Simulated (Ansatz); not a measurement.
Relaxed-ion elastic tensor of HfC in space group P-6m2 (No. 187; Hf on 1a, C on 1d) in GPa (Voigt order), PBEsol in the plane-wave PAW code Ansatz; density 12.34 g/cm³, 12.81 Å³ per atom.

|  | 1 | 2 | 3 | 4 | 5 | 6 |
|---|---|---|---|---|---|---|
| 1 | 372 | 114 | 107 | 0.0 | 0.0 | 0.0 |
| 2 | 114 | 372 | 107 | 0.0 | 0.0 | 0.0 |
| 3 | 107 | 107 | 533 | 0.0 | 0.0 | 0.0 |
| 4 | 0.0 | 0.0 | 0.0 | -60.4 | 0.0 | 0.0 |
| 5 | 0.0 | 0.0 | 0.0 | 0.0 | -60.4 | 0.0 |
| 6 | 0.0 | 0.0 | 0.0 | 0.0 | 0.0 | 129 |

Problem. Is the crystal mechanically stable?

Solution. No: the smallest eigenvalue of C is -60.4 GPa.

The start of the workflow was typed in or built on a structure type; neither database checked (COD, Materials Project) lists it. It is not the phase usual at ambient conditions (space group No. 225). Symmetry was held in the PBEsol relaxation. At this level the phase is mechanically unstable. The run is not spin-polarised. As this level gives no gap, shear constants depend on the k-mesh and smearing (Fermi–Dirac, 0.1 eV here). Spin–orbit coupling is left out wherever it is not named.

Potentials: the later of the program's two PAW sets.
